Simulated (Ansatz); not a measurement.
## Ideal shear of a crystal plane in GeSb2Te4

Computed with DFT PBE, scalar-relativistic, plane waves, PAW (Ansatz 0.2.0). Cutoff 420 eV, Γ-centred 9×9×3 k-points, Gaussian smearing of 0.03 eV. No spin polarisation. Energies are free energies at this smearing, counted from the undisturbed cell; pressure is positive in compression.

The undisturbed cell (relaxed at this level; it needn't be the usual structure):

```xyz
7
Lattice="-4.2977 0.0000 0.0000 -2.1489 -3.7219 0.0000 2.1489 1.2406 14.1303" Properties=species:S:1:pos:R:3 pbc="T T T"
Ge   -3.2371   -1.8690    2.9297
Sb   -1.0883   -0.6283   10.8994
Sb   -5.3860   -3.1096    6.8767
Te   -5.3860   -3.1096    1.5205
Te    1.0606    0.6123   12.6098
Te   -3.2371   -1.8690    8.8510
Te   -1.0883   -0.6283    5.1306
```

The cell holds layers and no dispersion correction was added, so their binding is poorly described.

The cut lies on the cell's a–b face, a (0 0 -1) plane (indices in the standard cell, whose axes needn't be the Cartesian ones shown) of area 16.00 Å², between layers 3.04 Å apart. Vector c is tilted by f times 1·a + 1·b (length 7.444 Å) with the atoms' Cartesian places fixed: one unrelaxed fault a cell. The traction is dγ/du, the slope of γ against the slip u in Å.

| f | γ (mJ/m²) | traction (GPa) |
| --- | --- | --- |
| 0.0000 | 0 | 0.0 |
| 0.0833 | 34 | 1.2 |
| 0.1667 | 155 | 2.6 |
| 0.2500 | 321 | 2.4 |
| 0.3333 | 403 | 0.0 |
| 0.4167 | 324 | -2.2 |
| 0.5000 | 173 | -2.3 |
| 0.5833 | 70 | -1.0 |
| 0.6667 | 43 | 0.0 |
| 0.7500 | 51 | 0.1 |
| 0.8333 | 45 | -0.3 |
| 0.9167 | 18 | -0.5 |

Question: Read off the first barrier and the stress needed to climb it, and compare with Frenkel's sinusoid.

Answer: The first sampled maximum lies at f = 0.333, a slip of 2.48 Å, with γ ≈ 403 mJ/m², which stands in for the unstable fault energy γ_us, and the steepest sampled slope before it is 2.6 GPa. A sinusoid γ = γ_us sin²(πu/λ) with its maximum there has λ = 4.96 Å and a largest slope πγ_us/λ = 2.6 GPa (1 mJ/m² per Å = 0.01 GPa). The stand-in is too high: a rotation axis of order three or more passes through this point, so the curvature is the same in every direction of the plane and the point is a peak of the γ-surface, which slip goes round.

Question: Is there a metastable fault on this line?

Answer: The samples dip to a local minimum of 43 mJ/m² at f = 0.667. If it survives relaxation and slip across the line, it is a planar fault that lets a dislocation split into partials, more widely the lower its energy (an antiphase boundary, where the slip puts unlike atoms in each other's places). Between this point and the perfect stacking at f = 1 the samples rise only to 51 mJ/m², so slip in the opposite sense meets a far lower barrier than the first maximum.

The cut is rigid; relaxing the faces lowers these energies and usually the stresses.

Cost: 12 runs of about 7.9 core-minutes in all, on Intel Xeon 6975P-C (Granite Rapids) (shared hosts).